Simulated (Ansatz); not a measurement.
One stationary structure of PbS. Method: r2SCAN (plane waves to 500 eV, PAW, scalar-relativistic; Ansatz, a program for electronic structure).

```
CELL_PARAMETERS angstrom
      0.00000     2.98749     2.98749
      2.98749     0.00000     2.98749
      2.98749     2.98749     0.00000
ATOMIC_POSITIONS crystal
  S  0.00000 0.00000 0.00000
  Pb 0.50000 0.50000 0.50000
```

Task: Find the space group and the Wyckoff positions (tolerance 0.01 Å).

Result: Space group Fm-3m (No. 225); a = b = c = 5.975 Å, α = β = γ = 90.00°

```tsv
atom	site	symmetry	x	y	z
S	4a	m-3m	0.0000	0.0000	0.0000
Pb	4b	m-3m	0.5000	0.5000	0.5000
```

This is the rock salt type.

Task: Give the shortest distances between elements (the closest pairs, up to four, under 3.6 Å).

Result: Pb–S 2.99 Å.

```json
{
 "volume_per_atom": "26.66 Å³",
 "density": "7.45 g/cm³",
 "band_gap": "0.70 eV, direct at L (no spin-orbit coupling)"
}
```

No spin polarisation in the result. Without spin-orbit coupling the bands of the heavy element are not split, so the gap can be far off.

The run could not lose the symmetry of its start.

All atoms sit on sites fixed by symmetry, so only the cell could relax.
